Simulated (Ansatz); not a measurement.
GaSb:
```
CELL_PARAMETERS angstrom
      0.00000     2.84782     2.84782
      2.84782     0.00000     2.84782
      2.84782     2.84782     0.00000
ATOMIC_POSITIONS crystal
  Sb 0.00000 0.00000 0.00000
  Ga 0.50000 0.50000 0.50000
```

Relaxed with PBEsol. Special points in fractions of this cell's reciprocal vectors: Γ (0.000, 0.000, 0.000); X (0.500, 0.000, 0.500); U (0.625, 0.250, 0.625); K (0.375, 0.375, 0.750); L (0.500, 0.500, 0.500); W (0.500, 0.250, 0.750).

Q: List the band energies nearest the Fermi level at these points for plane-wave PAW PBEsol with spin–orbit coupling (Ansatz code).

A: In eV from the Fermi level; about four levels below and three above (degenerate sets whole), none deeper than 8.9 eV; points with the same levels are listed once.

```tsv
k	below	above
Γ	-0.24 -0.24	0.26 0.26 0.47 0.47 0.47 0.47
X	-2.59 -2.59 -2.25 -2.25	3.00 3.00 8.98 8.98
U	-1.76 -1.76 -0.62 -0.62	5.43 5.43 6.41 6.41
L	-7.51 -7.51	0.29 0.29 0.83 0.83
W	-4.28 -4.28 -4.08 -4.08	2.34 2.34 3.48 3.48
```

Space group Fm-3m (rock salt). The start of the workflow was typed in or built on a structure type; neither database checked (COD, Materials Project) lists it. It is not the phase usual at ambient conditions (space group No. 216). The PBEsol relaxation kept the symmetry of its start; of distortions, only those at the zone centre were tested.

Potentials: the later of the program's two PAW sets.
